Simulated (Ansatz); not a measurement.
input.yaml

```yaml
crystal:
  lattice:
    - [3.415880502, 0.0, 0.0]
    - [0.0, 3.415880502, 0.0]
    - [0.0, 0.0, 3.415880502]
  atoms:
    - { symbol: "Y", position: [0.0, 0.0, 0.0] }
    - { symbol: Zn, position: [0.5, 0.5, 0.5] }
basis:
  ecutwfc: 500
kpoints:
  mp_grid: { grid: [12, 12, 12] }
hamiltonian:
  xc: r2scan
scf:
  occupations: { method: gaussian, width: 0.1 }
output:
  forces: true
  stress: true
  eigenvalues: true
  write_density: true
  write_potential: true
  elf: true
  volumetric_format: npy
```

Run as
```bash
ansatz run input.yaml --threads 1 --pin off --max-ram 2560MiB --backend cpu --events-out ev --progress --plain --runs-dir out
```

Computed with DFT r2SCAN, scalar-relativistic, plane waves, PAW (Ansatz 0.2.0).

From the run's log, abridged (iterations and final results):

```
SCF iter   1: F=—  HF=-7185.993788 eV  |F-HF|=—  |Δ(HF+E_count)|=         —  Δρ=1.45e-2  dr2=6.86e-2  dr2_τ=5.53e-3  ethr=1.77e-3  ⟨swp⟩=5.1  Hψ=6688  notcnv=0
SCF iter   2: F=—  HF=-7186.035861 eV  |F-HF|=—  |Δ(HF+E_count)|=   4.21e-2  Δρ=4.49e-3  dr2=1.16e-2  dr2_τ=3.55e-4  ethr=2.98e-4  ⟨swp⟩=2.0  Hψ=3016  notcnv=0  defer=11
SCF iter   3: F=—  HF=-7186.030138 eV  |F-HF|=—  |Δ(HF+E_count)|=   5.72e-3  Δρ=1.95e-3  dr2=9.36e-4  dr2_τ=2.73e-4  ethr=5.03e-5  ⟨swp⟩=2.0  Hψ=1994  notcnv=0  defer=11
SCF iter   4: F=—  HF=-7186.030248 eV  |F-HF|=—  |Δ(HF+E_count)|=   1.09e-4  Δρ=7.00e-4  dr2=9.16e-5  dr2_τ=1.41e-5  ethr=4.07e-6  ⟨swp⟩=2.0  Hψ=1759  notcnv=0  defer=11
SCF iter   5: F=—  HF=-7186.030309 eV  |F-HF|=—  |Δ(HF+E_count)|=   6.13e-5  Δρ=1.64e-4  dr2=6.06e-6  dr2_τ=3.73e-7  ethr=3.98e-7  ⟨swp⟩=2.0  Hψ=1978  notcnv=0  defer=11
SCF iter   6: F=—  HF=-7186.030313 eV  |F-HF|=—  |Δ(HF+E_count)|=   3.77e-6  Δρ=1.57e-5  dr2=1.88e-7  dr2_τ=1.66e-8  ethr=2.63e-8  ⟨swp⟩=2.8  Hψ=2152  notcnv=0  defer=11
SCF iter   7: F=-7186.030313 eV  HF=-7186.030313 eV  |F-HF|=2.13e-10  |Δ(HF+E_count)|=   2.85e-8  Δρ=3.02e-6  dr2=2.10e-9  dr2_τ=2.99e-10  ethr=4.35e-10  ⟨swp⟩=9.0  Hψ=8700  notcnv=0
SCF 1 converged in 7 iterations: F = -7186.030313 eV  dr2 = 2.10e-9
SCF converged after 7 iterations
Free energy (F): -7186.030313 eV
Harris-Foulkes:  -7186.030313 eV  (|F-HF|=2.13e-10)
Internal energy: -7186.021126 eV  (E = F + TS)
E sigma→0 (E₀):  -7186.025720 eV
Entropy (-TS):   -0.009186 eV (-4.593 meV/atom)
Fermi energy:    12.191819 eV
--- Per-component energies (eV) ---
  E_band       = -35.235380
  E_kinetic    = 439.972866
  E_local      = -2127.305454  (includes V_loc(G=0)·N_el)
  E_nonlocal   = 659.916437
  E_hartree    = 852.333711
  E_xc         = -295.316224
  E_vxc        = -280.788812  (∫ρ·V_xc dr)
  E_paw        = -4684.268485  (= ΣΔE_a)
  E_vpaw       = -447.300115  (= ΣTr[D̂ρ^β])
  E_aug_tail   = -0.000023  (compensation charges beyond the density's cutoff)
  E_vtau       = 15.601679  (kinetic-family band-sum trace: ∫τ·v_τ [+ j·A + Jᵃ·Aᵃ] dr)
  E_ewald      = -2031.017382
  E_core_change = -0.336572  (= ΣΔE_core)
  E_smearing   = -0.009186  (= −TS)
--- Forces (eV/Å), atoms counted from 1 ---
  atom   1  Y      0.00000000     0.00000000     0.00000000
  atom   2  Zn     0.00000000     0.00000000     0.00000000
--- Stress (GPa, compression-positive) ---
       10.764827       0.000000       0.000000
        0.000000      10.764827       0.000000
        0.000000       0.000000      10.764827
  P = ⅓ Tr σ = 10.7648 GPa (107.648 kbar)
--- Band table (eV; the first three rows and the last of 84) ---
  k-point 0: bands = ["-31.7792", "-10.9440", "-10.9440", "-10.9440", "4.2820", "4.5539", "4.5539", "4.8723", "4.8723", "4.8723", "12.1783", "12.1783", "17.3449", "17.3449", "17.3449", "17.6371"]
  k-point 1: bands = ["-31.7762", "-10.9828", "-10.9407", "-10.9407", "4.4046", "4.5608", "4.5746", "4.8697", "4.8697", "4.8742", "12.1594", "12.2079", "16.4704", "16.4704", "17.3151", "17.3536"]
  k-point 2: bands = ["-31.7681", "-11.0875", "-10.9317", "-10.9317", "4.5796", "4.6135", "4.7799", "4.8628", "4.8628", "4.8795", "11.9764", "12.2923", "15.5749", "15.5749", "16.8240", "17.3778"]
  k-point 83: bands = ["-31.6509", "-11.3209", "-11.3209", "-11.3209", "4.7594", "4.7594", "4.7594", "5.0471", "5.0471", "9.7370", "9.7370", "9.7370", "12.0780", "18.6346", "18.6346", "18.6346"]
```

The calculation finished and met its thresholds.

Time: 9.2 s on 1 thread of Arm Neoverse V2 (shared host), peak memory 0.41 GiB.